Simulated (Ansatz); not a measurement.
SiB2Mo2 in space group Cmmm (No. 65; Si on 2a, Mo on 4j, B on 4i) at seven volumes, DFT-PBEsol in the program Ansatz with PAW potentials, shape and atoms relaxed at each. One row is withheld.

```
V (Å³/atom)  P (GPa)
-----------  -------
9.563          31.64
9.879          19.23
10.194          8.72
10.509          0.00
10.825         -7.57
11.140        -13.93
11.455             ?
```

Question: Fit the shown pressures and predict the withheld one.

Answer: Third-order Birch–Murnaghan: P = (3/2)B₀(x^(7/2) − x^(5/2))[1 + (3/4)(B′ − 4)(x − 1)] with x = (V₀/V)^(2/3). Least squares on the six rows gives V₀ = 10.507 Å³/atom, B₀ = 271.4 GPa, B′ = 4.53. At V = 11.455, x = 0.9440 and P = -19.29 GPa. The run itself gave -19.34 GPa.

The start of the workflow was typed in or built on a structure type; neither database checked (COD, Materials Project) lists it. Its standing as an ambient phase is unchecked. Symmetry was held in the PBEsol relaxation; whether a distortion lowers the energy is not shown. No spin polarisation was allowed.

Potentials: the earlier of the program's two PAW sets. The files were generated under PBE; for other functionals the program regenerates the frozen cores, and for LDA and PBEsol the local potential too.
